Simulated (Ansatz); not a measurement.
## MgBr2O2: which magnetic state is lowest?

These are results of DFT PBE, scalar-relativistic, plane waves, PAW in Ansatz 0.2.0, not measurements.

```yaml
crystal:
  lattice:
    - [3.90799, -4.39480, 0.00000]
    - [3.90799, 4.39480, 0.00000]
    - [-0.42720, 0.00000, 3.79676]
  atoms:
    - { symbol: Mg, position: [0.00000, 0.00000, 0.00000] }
    - { symbol: Br, position: [0.23771, 0.23771, 0.55640] }
    - { symbol: Br, position: [0.76229, 0.76229, 0.44360] }
    - { symbol: O, position: [0.22821, 0.77179, 0.00000] }
    - { symbol: O, position: [0.77179, 0.22821, 0.00000] }
```

```json
{
  "plane-wave cutoff": "420 eV",
  "Γ-centred k-mesh": "6×6×10",
  "occupation rule": "Gaussian smearing, 0.1 eV",
  "list of starting moments (μB, in atom order)": "0 1 1 1 1",
  "check for lower electronic states after the SCF": "off"
}
```

All runs keep this geometry, which isn't relaxed for the lowest state (largest force there 0.063 eV/Å, pressure -0.2 GPa; forces reach 0.46 eV/Å in another state) and needn't be a stable compound; relaxing each order can shift differences of a few meV. Signs run over the atoms with starting moments. A propagation vector, in units of the reciprocal vectors, doubles the cell, which takes an equally dense mesh. The large starts are 0 2.5 2.5 2.5 2.5 μB. The small starts are 0 0.5 0.5 0.5 0.5 μB. Site moments are spin moments in atom-centred spheres that scale with the neighbour distance. The states are those that the runs reached from these starts; a lower one can exist.

Q: Starts tried: no spin; ferromagnetic; large parallel starting moments; antiferromagnetic in the cell, signs ++--; antiferromagnetic in the cell, signs +-+-; ferrimagnetic in the cell, signs +++-; antiferromagnetic, doubled cell, propagation vector (0, 0, 1/2); antiferromagnetic, doubled cell, propagation vector (0, 1/2, 0); antiferromagnetic, doubled cell, propagation vector (0, 1/2, 1/2); small parallel starting moments. Which state comes out lowest, and what are the moments?

A: The lowest state is ferromagnetic, reached from the start “ferromagnetic” and the start “large parallel starting moments” and the start “antiferromagnetic in the cell, signs ++--” and the start “small parallel starting moments”, with site moments (μB) Br +0.36 (×2), O +1.32 (×2).

```
                                                            start ends energy above lowest (meV/atom) site moments (μB) gap on mesh (eV) P (GPa)
                                                          no spin non-magnetic                             322               none over 0.05             metal     -2.4
                                                    ferromagnetic ferromagnetic                            0.00  Br +0.36 (×2), O +1.32 (×2) metal     -0.2
                                  large parallel starting moments ferromagnetic                            0.00  Br +0.36 (×2), O +1.32 (×2) metal     -0.2
                        antiferromagnetic in the cell, signs ++--      ferromagnetic                            0.00  Br -0.36 (×2), O -1.32 (×2) metal     -0.2
                        antiferromagnetic in the cell, signs +-+-  antiferromagnetic                            7.02             O +1.33, O -1.33              0.07     -0.2
                            ferrimagnetic in the cell, signs +++-  antiferromagnetic                            7.02             O +1.33, O -1.33              0.07     -0.2
  antiferromagnetic, doubled cell, propagation vector (0, 0, 1/2) antiferromagnetic                            6.85   O +1.32 (×2), O -1.32 (×2)              0.31     -0.2
  antiferromagnetic, doubled cell, propagation vector (0, 1/2, 0) antiferromagnetic                            7.49   O +1.33 (×2), O -1.33 (×2)              0.23     -0.2
antiferromagnetic, doubled cell, propagation vector (0, 1/2, 1/2) antiferromagnetic                            8.76   O +1.33 (×2), O -1.33 (×2)              0.06     -0.2
                                  small parallel starting moments ferromagnetic                            0.00  Br +0.36 (×2), O +1.32 (×2) metal     -0.2
```

Cost: 10 runs of about 22 core-minutes in all, on Arm Neoverse V1 (shared hosts).